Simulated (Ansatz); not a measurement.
# Ansatz 0.2.0, relaxation: CuSb2

The command:

```bash
ansatz run input.yaml --threads 2 --pin off --max-ram 2560MiB --backend cpu --events-out ev --progress --plain --runs-dir out
```

The input file (Ansatz 0.2.0, plane waves):

```yaml
crystal:
  lattice:
    - [4.034623, 0.0, 0.0]
    - [0.0, 4.034623, 0.0]
    - [0.0, 0.0, 8.140655]
  atoms:
    - { symbol: Sb, position: [0.0, 0.0, 0.0] }
    - { symbol: Sb, position: [0.5, 0.5, 0.0] }
    - { symbol: Sb, position: [0.5, 0.0, 0.625] }
    - { symbol: Sb, position: [0.0, 0.5, 0.375] }
    - { symbol: Cu, position: [0.5, 0.0, 0.26] }
    - { symbol: Cu, position: [0.0, 0.5, 0.74] }
  symmetry: { tolerance: 0.0003 }
kpoints:
  mp_grid: { grid: [8, 8, 4], shift: [0, 0, 0] }
magnetization:
  spin_polarized: false
scf:
  occupations: { method: fermi_dirac }
  lower_state_search: "off"
hamiltonian:
  pseudopotentials: { kind: paw }
  xc: r2scan
basis:
  ecutwfc: 500
  fft_grid_basis: typed
relax:
  max_steps: 40
  cell: { p_target: 0.0 }
  f_tol: 0.03
output:
  forces: true
  stress: true
  eigenvalues: true
  bader: true
  populations: true
  elf: true
  write_potential: true
  volumetric_format: npy
  dos:
    e_range: [-12, 8]
    de: 0.05
    projected: { site_lists: { Cu: [Cu], Sb: [Sb] } }
  write_density: true
checkpoint:
  read: saved_state
```

Origin of the cell: a known structure type with other elements, at an estimated volume, so it need not be a known compound.

The smearing width isn't typed, so it takes its default of 0.1 eV.

The saved state is a converged single point of the same cell.

Steps («new basis» is an SCF on plane waves selected anew at the same cell):

| step | ΔF (meV/atom) | max force component (eV/Å) | P (GPa) | volume (Å³) | SCF iterations | step was |
| --- | --- | --- | --- | --- | --- | --- |
| 1 | 0.0 | 0.867 | 2.32 | 132.52 | 8 | accepted |
| 2 | -102.3 | 0.366 | -1.12 | 139.66 | 10 | accepted |
| 3 | -133.7 | 0.928 | 1.32 | 137.65 | 10 | accepted |
| 4 | -169.2 | 0.351 | 0.38 | 139.31 | 9 | accepted |
| 5 | -199.0 | 0.110 | 1.22 | 141.45 | 10 | accepted |
| 6 | -206.9 | 0.131 | -0.69 | 149.92 | 10 | accepted |
| 7 | -210.1 | 0.196 | 0.35 | 150.41 | 8 | accepted |
| 8 | -212.6 | 0.069 | 0.10 | 153.52 | 8 | accepted |
| 9 | -222.2 | 0.172 | 0.02 | 158.98 | 8 | accepted |
| 10 | -223.2 | 0.450 | 0.20 | 163.84 | 8 | accepted |
| 11 | -227.9 | 0.249 | 0.19 | 161.62 | 7 | accepted |
| 12 | -229.7 | 0.042 | 0.06 | 162.79 | 7 | accepted |
| 13 | -229.8 | 0.004 | -0.01 | 162.80 | 7 | accepted |
| 14 | -231.4 | 0.003 | 0.02 | 162.80 | 8 | new basis |

Before:

Space group P4/nmm (No. 129); the run's cell has a = 4.035 Å, b = 4.035 Å, c = 8.141 Å, α = 90.00°, β = 90.00°, γ = 90.00°. Shortest distances: Sb–Sb 2.85 Å, Cu–Sb 2.92 Å.

The relaxed structure.

Space group P4/nmm (No. 129); the run's cell has a = 4.334 Å, b = 4.334 Å, c = 8.666 Å, α = 90.00°, β = 90.00°, γ = 90.00°. Shortest distances: Cu–Sb 2.51 Å, Sb–Sb 3.06 Å.

```
CELL_PARAMETERS angstrom
4.33441 0.00000 0.00000
0.00000 4.33441 0.00000
0.00000 0.00000 8.66550
ATOMIC_POSITIONS crystal
Sb 0.00000 0.00000 0.00000
Sb 0.50000 0.50000 0.00000
Sb 0.50000 0.00000 0.46483
Sb 0.00000 0.50000 0.53517
Cu 0.50000 0.00000 0.17483
Cu 0.00000 0.50000 0.82517
```

```yaml
Free_energy_lowered_by: 231.4 meV/atom
Volume_change: 22.85 %
Final_pressure: 0.02 GPa
Relaxation_steps_listed: 14
Formation_energy_elements_under_the_same_functional_gases_as_molecules_uncorrected: 0.250 eV/atom
```

Caveats: no moments, though an odd count or open d shells may carry them; no spin-orbit coupling, though heavy elements are present; the relaxation held the start's symmetry, so the end may be a saddle point.

The run took 860 s of wall time on 2 CPU thread(s) of a shared host, from a saved density.
